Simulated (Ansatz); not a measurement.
BAs (rock salt, Fm-3m) under volume change, PBEsol (plane waves, PAW; program Ansatz), scaled uniformly.

| V (Å³/atom) | E − E(relaxed) (meV/atom) | P (GPa) |
|---|---|---|
| 10.862 | 50.3 | 16.32 |
| 11.220 | ___ | ___ |
| 11.578 | ___ | ___ |
| 11.936 | 0.0 | 0.00 |
| 12.294 | 4.5 | -3.94 |
| 12.653 | 17.3 | -7.37 |
| 13.011 | 37.1 | -10.30 |

**Question.** Some entries are withheld; supply them.

**Answer.** 
- 11.220, E − E(relaxed) (meV/atom): 21.1
- 11.220, P (GPa): 9.97
- 11.578, E − E(relaxed) (meV/atom): 5.0
- 11.578, P (GPa): 4.59

**Question.** What does a third-order Birch–Murnaghan fit give for V₀, B₀ and B′?

**Answer.** V₀ = 11.94 Å³/atom, B₀ = 142 GPa, B′ = 4.1.

The start of the workflow was typed in or built on a structure type; neither database checked (COD, Materials Project) lists it. It is not the phase usual at ambient conditions (space group No. 216). The cell was relaxed with PBEsol under the symmetry of its start. At this level the phase is dynamically unstable (imaginary phonons). Its formation energy is positive at this level, so the cell may be metastable or incomplete.

Potentials: the earlier of the program's two PAW sets. The files were generated under PBE; for other functionals the program regenerates the frozen cores, and for LDA and PBEsol the local potential too.
